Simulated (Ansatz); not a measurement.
NbAg:
```yaml
crystal:
  lattice:
    - [0.00000, 2.72996, 2.72996]
    - [2.72996, 0.00000, 2.72996]
    - [2.72996, 2.72996, 0.00000]
  atoms:
    - { symbol: Ag, position: [0.00000, 0.00000, 0.00000] }
    - { symbol: Nb, position: [0.50000, 0.50000, 0.50000] }
```

Relaxed with PBE. Special points in fractions of this cell's reciprocal vectors: Γ (0.000, 0.000, 0.000); X (0.500, 0.000, 0.500); U (0.625, 0.250, 0.625); K (0.375, 0.375, 0.750); L (0.500, 0.500, 0.500); W (0.500, 0.250, 0.750).

Task: List the band energies nearest the Fermi level at these points for plane-wave PAW PBE with spin–orbit coupling (Ansatz code).

Result: In eV from the Fermi level; about four levels below and three above (degenerate sets whole), none deeper than 8.9 eV; points with the same levels are listed once.

| k | below | above |
|---|---|---|
| Γ | -5.48 -5.48 -5.48 -5.48 -5.30 -5.30 | 0.92 0.92 0.92 0.92 |
| X | -3.54 -3.54 -0.47 -0.47 | 0.38 0.38 1.64 1.64 |
| U | -0.64 -0.64 -0.47 -0.47 | 0.62 0.62 1.44 1.44 |
| L | -0.83 -0.83 -0.83 -0.83 | 1.21 1.21 1.27 1.27 |
| W | -0.40 -0.40 -0.39 -0.39 | 1.67 1.67 3.19 3.19 |

Space group Fm-3m (rock salt). The start of the workflow was typed in or built on a structure type; neither database checked (COD, Materials Project) lists it. Its standing as an ambient phase is unchecked. Symmetry was held in the PBE relaxation; whether a distortion lowers the energy is not shown. The run is not spin-polarised. The volume moved by 16 % from the start of the relaxation. Its formation energy is positive at this level, so the cell may be metastable or incomplete.

Potentials: the later of the program's two PAW sets.
